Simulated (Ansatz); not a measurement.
# Vibrational response of GaAs at 30 GPa

These are results of DFT LDA, scalar-relativistic, plane waves, PAW (Ansatz 0.2.0), not measurements. Plane waves to 420 eV; Γ-centred k mesh 12×12×12; fixed occupations. No spin polarisation. Phonons by linear response, acoustic sum rule imposed.

The cell, relaxed at 30 GPa:
```yaml
crystal:
  lattice:
    - [0.00000, 2.58963, 2.58963]
    - [2.58963, 0.00000, 2.58963]
    - [2.58963, 2.58963, 0.00000]
  atoms:
    - { symbol: Ga, position: [0.00000, 0.00000, 0.00000] }
    - { symbol: As, position: [0.75000, 0.75000, 0.75000] }
```

The real crystal has changed phase below this pressure. The run warned that the force constants aren't converged on this k mesh, so the frequencies and all that is formed from them are rough. The bands were filled as in an insulator; under compression the gap may have closed between mesh points.

Optical modes at Γ (transverse, no macroscopic field); i marks an imaginary frequency:
| frequency (cm⁻¹) | degeneracy | IR intensity of the level ((D/Å)²/amu) |
| --- | --- | --- |
| 356 | 3 | 5.26 |

All 3 optical modes at Γ are real: no displacement of atoms at fixed cell lowers the energy to second order. Strains and modes at other wave vectors aren't tested by this run.

```json
{
  "Electronic dielectric constant ε∞ (principal values)": "10.91",
  "Static dielectric constant ε0 (principal values)": "11.8",
  "Refractive index √ε∞, mean": "3.30",
  "Kohn–Sham gap on the mesh": "0.76 eV",
  "Cost": "2.6 min on 1 thread of Intel(R) Xeon(R) Platinum 8259CL CPU @ 2.50GHz (Skylake/Cascade Lake) (shared host), peak memory 1.2 GiB"
}
```

Born effective charges (e):
| atom | Z*xx | Z*yy | Z*zz | mean |
| --- | --- | --- | --- | --- |
| Ga (atom 1) | 1.66 | 1.66 | 1.66 | 1.66 |
| As (atom 2) | -1.66 | -1.66 | -1.66 | -1.66 |